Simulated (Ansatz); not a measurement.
Ta:
```xyz
1
Lattice="-1.6429 1.6429 1.6429 1.6429 -1.6429 1.6429 1.6429 1.6429 -1.6429" Properties=species:S:1:pos:R:3 pbc="T T T"
Ta     0.0000     0.0000     0.0000
```

Relaxed with PBE+D3(BJ). Special points in fractions of this cell's reciprocal vectors: Γ (0.000, 0.000, 0.000); H (0.500, -0.500, 0.500); N (0.000, 0.000, 0.500); P (0.250, 0.250, 0.250).

List the band energies nearest the Fermi level at these points for the program Ansatz at the PBE+D3(BJ) level (PAW).

In eV from the Fermi level; about four levels below and three above (degenerate sets whole), none deeper than 8.9 eV; points with the same levels are listed once.

```tsv
k	below	above
Γ	-7.96	0.74 0.74 0.74
H	-3.89 -3.89	6.98 6.98 6.98
N	-4.44 -1.58	1.66 3.97 5.02
P	-1.23 -1.23 -1.23	5.20 5.20 7.24
```

Space group Im-3m (bcc (W type)). The PBE+D3(BJ) relaxation kept the symmetry of its start. The run is not spin-polarised. The pairwise dispersion correction was not fitted to metals. Scalar-relativistic: spin–orbit coupling is off unless named, which matters more the heavier the elements.

Potentials: the earlier of the program's two PAW sets.
